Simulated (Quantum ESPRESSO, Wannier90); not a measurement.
# Wannierisation of BaTiO$_{3}$ (R3m)

```xyz
5
Lattice="2.8483 1.6444 2.3356 -2.8483 1.6444 2.3356 0.0000 -3.2889 2.3356" Properties=species:S:1:pos:R:3 pbc="T T T"
Ba     0.0000     0.0000     0.0010
Ti     0.0000     0.0000    -3.4099
O      1.4504    -0.8374     2.2366
O      0.0000     1.6748     2.2366
O     -1.4504    -0.8374     2.2366
```

Cell from Materials Project (mp-5020), symmetrised, no further relaxation. COD (Crystallography Open Database) has the formula in 5 space groups, this one among them (matched by group alone). Computed values, not measurements, from PBEsol: Quantum ESPRESSO (norm-conserving PseudoDojo potentials, cutoff 68 Ry, no spin polarisation, no spin-orbit coupling) on a Γ-centred 8×8×8 mesh, then Wannier90. Density: 8×8×8 mesh, cold smearing 0.01 Ry. Spin-orbit coupling is left out although heavy elements are present.

Bands 9-11 form an isolated set from -10.51 to -9.43 eV relative to the valence-band maximum (on the path) and are turned into 3 Wannier functions by minimising the spread from the start: atomic waves Ba 5p.

### Question
Where do the functions sit, how wide are they and what are they made of?

### Answer
```tsv
functions	spread (Å²)	nearest atom, distance (Å)	second atom, distance (Å)	weight on atomic waves
3	1.74	Ba 0.00	O 2.79	Ba 5p 92 %
```

Ω_I = 5.21 Å², Ω_total = 5.22 Å²; the interpolated bands follow pw.x to 0.0 meV rms on the path. Only this start was tried; a symmetric start can stop on a saddle, and mixtures of these functions could lower the total by at most Ω_total − Ω_I.
